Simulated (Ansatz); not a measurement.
Computed with DFT PBE, scalar-relativistic, plane waves, PAW (Ansatz 0.2.0). All cells share a 420 eV cutoff and Γ-centred k meshes spaced at most about 0.3 Å⁻¹ (about 0.25 or finer for metals, 2π included). Collinear spin in cells that started with moments and kept them past the coarse steps, no spin elsewhere.

Temperature and zero-point effects are left out.

Two forms of AlO2 were relaxed alike.

A. (site moments O 0.4 (×4) μB)

```
CELL_PARAMETERS angstrom
4.33746 0.00000 0.00000
0.00000 4.33746 0.00000
0.00000 0.00000 3.54461
ATOMIC_POSITIONS crystal
Al 0.00000 0.00000 0.50000
Al 0.50000 0.50000 0.00000
O 0.75000 0.25000 0.25000
O 0.25000 0.75000 0.25000
O 0.25000 0.25000 0.75000
O 0.75000 0.75000 0.75000
```

B. (site moments O 0.7, 0.2 μB)

```
CELL_PARAMETERS angstrom
2.74226 0.00000 0.00000
0.00000 2.74226 0.00000
0.00000 0.00000 3.70176
ATOMIC_POSITIONS crystal
Al 0.00000 0.00000 0.50000
O 0.00000 0.00000 0.00000
O 0.50000 0.50000 0.50000
```

Question: Which would you expect to be lower, and how large is the difference?

Answer: B is lower, by 54 meV/atom. A has space group P4_2/nnm (No. 134), 11.1 Å³/atom and no gap on its mesh; B has space group P4/mmm (No. 123), 9.3 Å³/atom and no gap. Counting O atoms around Al (those within 1.25 times the shortest such distance or 1.15 times the sum of covalent radii), A has Al 4 and B has Al 6. The denser one is the lower, and pressure would at first widen the difference. In A, Al has 4 O at 1.77 Å; O is surrounded by 2 Al at 1.77 Å. In B, around Al lie 6 O at 1.85–1.94 Å; O on its first site is surrounded by 2 Al at 1.85 Å; around O on its second site lie 4 Al at 1.94 Å. Both come from invented guesses. A third cell relaxed alike, in Pnma (a cell as deposited in COD), lies 171 meV/atom below the lower of the two.

The magnetic state reached may not be the lowest. Cells relaxed within their symmetry can be saddle points. Some candidate types were left out of the draw beforehand, so a known form may be missing.
